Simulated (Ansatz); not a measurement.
# Cu2B: changing the Hubbard U on Cu d

```
Cu B
1.0
     0.00000    3.28347    3.28347
     3.28347    0.00000    3.28347
     3.28347    3.28347    0.00000
Cu B
4 2
Direct
  0.12500 0.12500 0.12500
  0.62500 0.12500 0.12500
  0.12500 0.12500 0.62500
  0.12500 0.62500 0.12500
  0.50000 0.50000 0.50000
  0.75000 0.75000 0.75000
```

The cell comes from a database or a generator and needn't be the stable form of this composition.

Kept alike: task single point; functional PBEsol; k mesh 5 × 5 × 5; occupations fermi-dirac, width 0.05 eV; no spin polarisation. Program: Ansatz, Ansatz PAW, cutoff 420 eV. The mesh is that of the run's cell of 6 atoms. No spin-orbit coupling.

| Hubbard U on Cu d, U (eV) | pressure (GPa) |
| --- | --- |
| 0 | -6.94 |
| 2 | -6.07 |
| 3 | -5.56 |
| 4 | ? |
| 5 | -4.47 |
| 6 | -3.89 |
| 8 | -2.72 |

Pressure is positive in compression, with a Pulay correction for the finite cutoff. U acts here on a shell without spin polarisation. For a metal such a mesh leaves the last digits unconverged. How U acts hangs on the program's projectors. All rows use potentials made for PBE. U is the effective U - J on orthogonalised atomic projectors. Double counting: fully localised limit (the default).

**Question.** Fit the rows shown and predict the run at 4 eV.

**Answer.** A least-squares parabola through the rows shown is pressure = 0.01238 U² + 0.4326 U - 6.957 (largest miss 0.028); at U = 4 it gives -5.03 GPa. The run gave: pressure -5.03 GPa.
